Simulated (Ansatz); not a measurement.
Input and command of a plane-wave DFT calculation in Ansatz:

```yaml
crystal:
  lattice:
    - [6.55890518, 0.0, 0.0]
    - [0.0, 7.30433827, 0.0]
    - [0.0, 0.0, 4.77057136]
  atoms:
    - { symbol: Al, position: [0.01038413, 0.25, 0.91571248] }
    - { symbol: Al, position: [0.17132076, 0.44389873, 0.36380374] }
    - { symbol: Al, position: [0.17132076, 0.05610127, 0.36380374] }
    - { symbol: Al, position: [0.32867924, 0.55610127, 0.86380374] }
    - { symbol: Al, position: [0.67132076, 0.44389873, 0.13619626] }
    - { symbol: Al, position: [0.82867924, 0.94389873, 0.63619626] }
    - { symbol: Al, position: [0.67132076, 0.05610127, 0.13619626] }
    - { symbol: Al, position: [0.82867924, 0.55610127, 0.63619626] }
    - { symbol: Al, position: [0.32867924, 0.94389873, 0.86380374] }
    - { symbol: Al, position: [0.51038413, 0.25, 0.58428752] }
    - { symbol: Al, position: [0.98961587, 0.75, 0.08428752] }
    - { symbol: Al, position: [0.48961587, 0.75, 0.41571248] }
    - { symbol: Ni, position: [0.87107884, 0.25, 0.44428404], spin: 2.0 }
    - { symbol: Ni, position: [0.37107884, 0.25, 0.05571596], spin: 2.0 }
    - { symbol: Ni, position: [0.12892116, 0.75, 0.55571596], spin: 2.0 }
    - { symbol: Ni, position: [0.62892116, 0.75, 0.94428404], spin: 2.0 }
basis:
  ecutwfc: 500
kpoints:
  mp_grid: { grid: [4, 4, 4] }
hamiltonian:
  xc: r2scan
scf:
  occupations: { method: gaussian, width: 0.1 }
  lower_state_search: "off"
output:
  forces: true
  stress: true
  eigenvalues: true
  populations: true
magnetization:
  spin_polarized: true
```

```bash
ansatz run input.yaml --threads 4 --pin off --max-ram 10240MiB --backend cpu --events-out ev --progress --plain --runs-dir out
```

Processor: Oxide Virtual Turin-like Processor (Zen 5), 4 threads, on a host shared with other jobs.

Q: Estimate time, memory and problem size.

A: About 48 s on 4 threads of Oxide Virtual Turin-like Processor (Zen 5), with other jobs on the host, peak memory 1.7 GiB. It solves 74 bands at 27 k points (the mesh reduced by symmetry) with about 5785 plane waves, in 18 SCF iterations.
